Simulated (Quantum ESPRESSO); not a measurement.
Zr4SSe7, finding a planted mistake in a log

Computed values, not a measurement. The program is pw.x of Quantum ESPRESSO 7.5 (plane-wave density functional theory). The cell is made up: 12 atoms on a layered 1T lattice, with randomly drawn elements, strain and displacements, not relaxed. PseudoDojo standard norm-conserving files (v0.5 for PBE, v0.4.1 for LDA and PBEsol) set the functional; there is no spin polarisation, spin-orbit coupling or dispersion term, and the masses in the input are unused placeholders.

Intended input:

```
&control calculation='scf', pseudo_dir='./dojo.nc.sr.pbe.v0_5.standard.upf', outdir='./o', disk_io='low', tprnfor=.true., tstress=.true. /
&system ibrav=0, nat=12, ntyp=3, nbnd=89, ecutwfc=85.99341389, nosym=.true., tot_charge=0,
 occupations='smearing', smearing='fd', degauss=0.0018374661
/
&electrons conv_thr=7.350e-09, electron_maxstep=60, /
ATOMIC_SPECIES
S 1.0 S.upf
Se 1.0 Se.upf
Zr 1.0 Zr.upf
CELL_PARAMETERS angstrom
3.7402 -0.025 0.0076
-0.0433 6.4162 0.0087
0.0246 0.0164 12.0469
ATOMIC_POSITIONS angstrom
Zr 0.0631 -0.027 -0.0371
Zr 1.9395 3.3191 -0.0157
Zr -0.004 -0.0546 6.0867
Zr 1.8632 3.3416 6.08
S -0.0059 2.1265 1.5058
Se 1.8673 0.9932 4.496
Se 1.8027 5.2609 1.4173
Se -0.0901 4.3238 4.5706
Se -0.0273 2.1386 7.4479
Se 1.9073 1.0395 10.6283
Se 1.7987 5.4568 7.4803
Se 0.0039 4.2871 10.5101
K_POINTS automatic
6 4 2 1 1 1
```

The log is shortened where brackets say so; the opening notice, blank lines, dates and the lines on written files are dropped, and the path of the files is cut. It prints rydbergs, bohrs and kilobars, and counts compression as positive stress. Where no state is partly filled, the Fermi energy that it prints is only some level between the filled and the empty states on the mesh, and need not lie in the true gap.

Log of the intended run:

```
     Program PWSCF v.7.5
     Parallel version (MPI & OpenMP), running on       4 processor cores
     Number of MPI processes:                 4
     Threads/MPI process:                     1
     [start-up lines left out]
     bravais-lattice index     =            0
     lattice parameter (alat)  =       7.0681  a.u.
     unit-cell volume          =    1950.8434 (a.u.)^3
     number of atoms/cell      =           12
     number of atomic types    =            3
     number of electrons       =       166.00
     number of Kohn-Sham states=           89
     kinetic-energy cutoff     =      85.9934  Ry
     charge density cutoff     =     343.9737  Ry
     scf convergence threshold =      7.3E-09
     mixing beta               =       0.7000
     number of iterations used =            8  plain     mixing
     Exchange-correlation= PBE
                           (   1   4   3   4   0   0   0)
     [axes and pseudopotential details left out]
   Cartesian axes
     site n.     atom                  positions (alat units)
         1        Zr     tau(   1) = (   0.0168703  -0.0072187  -0.0099190  )
         2        Zr     tau(   2) = (   0.5185425   0.8873908  -0.0041975  )
         3        Zr     tau(   3) = (  -0.0010694  -0.0145978   1.6273332  )
         4        Zr     tau(   4) = (   0.4981430   0.8934064   1.6255419  )
         5        S      tau(   5) = (  -0.0015774   0.5685386   0.4025890  )
         6        Se     tau(   6) = (   0.4992392   0.2655408   1.2020454  )
         7        Se     tau(   7) = (   0.4819678   1.4065482   0.3789277  )
         8        Se     tau(   8) = (  -0.0240890   1.1560062   1.2219904  )
         9        Se     tau(   9) = (  -0.0072989   0.5717737   1.9912620  )
        10        Se     tau(  10) = (   0.5099335   0.2779195   2.8415701  )
        11        Se     tau(  11) = (   0.4808984   1.4589238   1.9999245  )
        12        Se     tau(  12) = (   0.0010427   1.1461942   2.8099683  )
     number of k points=    24  Fermi-Dirac smearing, width (Ry)=  0.0018
                       cart. coord. in units 2pi/alat
        k(    1) = (   0.0836683   0.0733279   0.0773487), wk =   0.0833333
        k(    2) = (   0.0839852   0.0735405  -0.0778910), wk =   0.0833333
     [further k points left out]
     Dense  grid:   210115 G-vectors     FFT dimensions: (  45,  72, 135)
     Estimated max dynamical RAM per process >     615.47 MB
     Estimated total dynamical RAM >       2.25 GB
     Initial potential from superposition of free atoms
     starting charge     165.9900, renormalised to     166.0000
     Starting wfcs are  107 randomized atomic wfcs
     total cpu time spent up to now is       14.2 secs
     per-process dynamical memory:   440.3 Mb
     Self-consistent Calculation
     iteration #  1     ecut=    85.99 Ry     beta= 0.70
     Davidson diagonalization with overlap
     ethr =  1.00E-02,  avg # of iterations =  2.0
     Threshold (ethr) on eigenvalues was too large:
     Diagonalizing with lowered threshold
     Davidson diagonalization with overlap
     ethr =  2.81E-04,  avg # of iterations =  2.9
     total cpu time spent up to now is       63.8 secs
     total energy              =   -2125.18123722 Ry
     estimated scf accuracy    <       0.49576783 Ry
     iteration #  2     ecut=    85.99 Ry     beta= 0.70
     Davidson diagonalization with overlap
     ethr =  2.99E-04,  avg # of iterations =  5.5
     total cpu time spent up to now is       95.8 secs
     total energy              =   -2124.93023052 Ry
     estimated scf accuracy    <       1.58579992 Ry
     [iterations 3 to 12 left out]
     iteration # 13     ecut=    85.99 Ry     beta= 0.70
     Davidson diagonalization with overlap
     ethr =  4.75E-10,  avg # of iterations =  2.2
     total cpu time spent up to now is      377.9 secs
     total energy              =   -2125.34990728 Ry
     estimated scf accuracy    <       0.00000018 Ry
     iteration # 14     ecut=    85.99 Ry     beta= 0.70
     Davidson diagonalization with overlap
     ethr =  1.08E-10,  avg # of iterations =  4.1
     total cpu time spent up to now is      398.8 secs
     End of self-consistent calculation
     [lines on levels left out]
     the Fermi energy is     9.8138 ev
!    total energy              =   -2125.34990731 Ry
     estimated scf accuracy    <          5.6E-09 Ry
     smearing contrib. (-TS)   =      -0.00000001 Ry
     internal energy E=F+TS    =   -2125.34990730 Ry
     The total energy is F=E-TS. E is the sum of the following terms:
     one-electron contribution =   -1217.44635982 Ry
     hartree contribution      =     651.48519001 Ry
     xc contribution           =    -426.14362359 Ry
     ewald contribution        =   -1133.24511390 Ry
     convergence has been achieved in  14 iterations
     Forces acting on atoms (cartesian axes, Ry/au):
     atom    1 type  3   force =    -0.01988393    0.06434065    0.03274623
     atom    2 type  3   force =    -0.01453009   -0.12028696    0.03466427
     atom    3 type  3   force =    -0.00254623    0.08399491   -0.07503634
     atom    4 type  3   force =    -0.01575185   -0.07886374   -0.01683385
     atom    5 type  1   force =    -0.00307458    0.00143352   -0.03609472
     atom    6 type  2   force =    -0.00212307    0.02543037   -0.01742105
     atom    7 type  2   force =     0.00998838    0.04255079    0.10564104
     atom    8 type  2   force =     0.02061827   -0.01813229   -0.07482312
     atom    9 type  2   force =    -0.00448372    0.01729071    0.06464838
     atom   10 type  2   force =     0.00928423    0.01528934   -0.07069772
     atom   11 type  2   force =     0.00500555   -0.03056034    0.11738893
     atom   12 type  2   force =     0.01749703   -0.00248697   -0.06418206
     Total force =     0.302674     Total SCF correction =     0.000509
     Computing stress (Cartesian axis) and pressure
          total   stress  (Ry/bohr**3)                   (kbar)     P=      101.17
   0.00061972   0.00006153  -0.00005749           91.16        9.05       -8.46
   0.00006153   0.00067832   0.00001119            9.05       99.78        1.65
  -0.00005749   0.00001119   0.00076509           -8.46        1.65      112.55
     init_run     :     10.23s CPU     10.63s WALL (       1 calls)
     electrons    :    377.79s CPU    384.63s WALL (       1 calls)
     forces       :      3.70s CPU      3.76s WALL (       1 calls)
     stress       :     11.95s CPU     12.21s WALL (       1 calls)
     [timing details left out]
     PWSCF        :   6m47.33s CPU   6m55.02s WALL
     JOB DONE.
```

A second run was made from an input with one planted mistake. Its log:

```
     Program PWSCF v.7.5
     Parallel version (MPI & OpenMP), running on       4 processor cores
     Number of MPI processes:                 4
     Threads/MPI process:                     1
     [start-up lines left out]
     bravais-lattice index     =            0
     lattice parameter (alat)  =       7.0681  a.u.
     unit-cell volume          =    1950.8434 (a.u.)^3
     number of atoms/cell      =           12
     number of atomic types    =            3
     number of electrons       =       166.00
     number of Kohn-Sham states=           89
     kinetic-energy cutoff     =      85.9934  Ry
     charge density cutoff     =     343.9737  Ry
     scf convergence threshold =      7.3E-09
     mixing beta               =       0.7000
     number of iterations used =            8  plain     mixing
     Exchange-correlation= SLA  PW   NOGX NOGC
                           (   1   4   0   0   0   0   0)
     [axes and pseudopotential details left out]
   Cartesian axes
     site n.     atom                  positions (alat units)
         1        Zr     tau(   1) = (   0.0168703  -0.0072187  -0.0099190  )
         2        Zr     tau(   2) = (   0.5185425   0.8873908  -0.0041975  )
         3        Zr     tau(   3) = (  -0.0010694  -0.0145978   1.6273332  )
         4        Zr     tau(   4) = (   0.4981430   0.8934064   1.6255419  )
         5        S      tau(   5) = (  -0.0015774   0.5685386   0.4025890  )
         6        Se     tau(   6) = (   0.4992392   0.2655408   1.2020454  )
         7        Se     tau(   7) = (   0.4819678   1.4065482   0.3789277  )
         8        Se     tau(   8) = (  -0.0240890   1.1560062   1.2219904  )
         9        Se     tau(   9) = (  -0.0072989   0.5717737   1.9912620  )
        10        Se     tau(  10) = (   0.5099335   0.2779195   2.8415701  )
        11        Se     tau(  11) = (   0.4808984   1.4589238   1.9999245  )
        12        Se     tau(  12) = (   0.0010427   1.1461942   2.8099683  )
     number of k points=    24  Fermi-Dirac smearing, width (Ry)=  0.0018
                       cart. coord. in units 2pi/alat
        k(    1) = (   0.0836683   0.0733279   0.0773487), wk =   0.0833333
        k(    2) = (   0.0839852   0.0735405  -0.0778910), wk =   0.0833333
     [further k points left out]
     Dense  grid:   210115 G-vectors     FFT dimensions: (  45,  72, 135)
     Estimated max dynamical RAM per process >     615.47 MB
     Estimated total dynamical RAM >       2.25 GB
     Initial potential from superposition of free atoms
     starting charge     165.9916, renormalised to     166.0000
     Starting wfcs are  107 randomized atomic wfcs
     total cpu time spent up to now is       12.2 secs
     per-process dynamical memory:   435.2 Mb
     Self-consistent Calculation
     iteration #  1     ecut=    85.99 Ry     beta= 0.70
     Davidson diagonalization with overlap
     ethr =  1.00E-02,  avg # of iterations =  2.0
     Threshold (ethr) on eigenvalues was too large:
     Diagonalizing with lowered threshold
     Davidson diagonalization with overlap
     ethr =  2.70E-04,  avg # of iterations =  3.0
     total cpu time spent up to now is       63.6 secs
     total energy              =   -2125.07230826 Ry
     estimated scf accuracy    <       0.47409693 Ry
     iteration #  2     ecut=    85.99 Ry     beta= 0.70
     Davidson diagonalization with overlap
     ethr =  2.86E-04,  avg # of iterations =  5.5
     total cpu time spent up to now is       94.5 secs
     total energy              =   -2124.82402314 Ry
     estimated scf accuracy    <       1.60805481 Ry
     [iterations 3 to 12 left out]
     iteration # 13     ecut=    85.99 Ry     beta= 0.70
     Davidson diagonalization with overlap
     ethr =  4.95E-10,  avg # of iterations =  2.3
     total cpu time spent up to now is      356.2 secs
     total energy              =   -2125.23804756 Ry
     estimated scf accuracy    <       0.00000021 Ry
     iteration # 14     ecut=    85.99 Ry     beta= 0.70
     Davidson diagonalization with overlap
     ethr =  1.27E-10,  avg # of iterations =  3.5
     total cpu time spent up to now is      378.1 secs
     End of self-consistent calculation
     [lines on levels left out]
     the Fermi energy is     9.4988 ev
!    total energy              =   -2125.23804759 Ry
     estimated scf accuracy    <          3.9E-09 Ry
     smearing contrib. (-TS)   =      -0.00000002 Ry
     internal energy E=F+TS    =   -2125.23804757 Ry
     The total energy is F=E-TS. E is the sum of the following terms:
     one-electron contribution =   -1222.88143664 Ry
     hartree contribution      =     651.71669875 Ry
     xc contribution           =    -420.82819579 Ry
     ewald contribution        =   -1133.24511390 Ry
     convergence has been achieved in  14 iterations
     Forces acting on atoms (cartesian axes, Ry/au):
     atom    1 type  3   force =    -0.01801859    0.06143701    0.02976634
     atom    2 type  3   force =    -0.01303053   -0.11326091    0.03290843
     atom    3 type  3   force =    -0.00235075    0.08023749   -0.07158316
     atom    4 type  3   force =    -0.01429811   -0.07427522   -0.01541978
     atom    5 type  1   force =    -0.00345501    0.00133581   -0.04611028
     atom    6 type  2   force =    -0.00214891    0.02317092   -0.00450910
     atom    7 type  2   force =     0.00942200    0.03978533    0.08684752
     atom    8 type  2   force =     0.01912746   -0.01643203   -0.05667203
     atom    9 type  2   force =    -0.00451554    0.01657506    0.04860022
     atom   10 type  2   force =     0.00848606    0.01323383   -0.05443987
     atom   11 type  2   force =     0.00478927   -0.02997305    0.09755836
     atom   12 type  2   force =     0.01599265   -0.00183425   -0.04694663
     Total force =     0.266695     Total SCF correction =     0.000399
     Computing stress (Cartesian axis) and pressure
          total   stress  (Ry/bohr**3)                   (kbar)     P=       43.95
   0.00021888   0.00006067  -0.00005299           32.20        8.92       -7.80
   0.00006067   0.00028262   0.00000925            8.92       41.57        1.36
  -0.00005299   0.00000925   0.00039488           -7.80        1.36       58.09
     init_run     :     10.42s CPU     10.84s WALL (       1 calls)
     electrons    :    358.98s CPU    365.93s WALL (       1 calls)
     forces       :      3.67s CPU      3.73s WALL (       1 calls)
     stress       :     12.06s CPU     12.30s WALL (       1 calls)
     [timing details left out]
     PWSCF        :   6m26.59s CPU   6m34.41s WALL
     JOB DONE.
```

Question: what was wrong in the second input?

Answer: the files are those of another functional. The input lines that differ, file-writing options aside:

```
- &control calculation='scf', pseudo_dir='./dojo.nc.sr.pbe.v0_5.standard.upf', outdir='./o', disk_io='low', tprnfor=.true., tstress=.true. /
+ &control calculation='scf', pseudo_dir='./dojo.nc.sr.lda.v0_4_1.standard.upf', outdir='./o', disk_io='low', tprnfor=.true., tstress=.true. /
```

|  | intended run | run with the mistake |
| --- | --- | --- |
| free energy (eV) | -28916.859 | -28915.337 |
| smearing term -TS (eV) | 0.0000 | 0.0000 |
| pressure (GPa) | 10.12 | 4.40 |
| largest force component (eV/Å) | 3.093 | 2.912 |
| largest change of a force component (eV/Å) |  | 0.510 |
| iterations | 14 | 14 |

For scale, a rerun of the intended cell at 1467 eV and a 8 x 6 x 4 mesh moved values by no more than 0.010 eV in energy, 0.14 GPa in stress and 0.013 eV/Å in force. Files of another functional have another zero of energy, so the energy change says nothing on stability.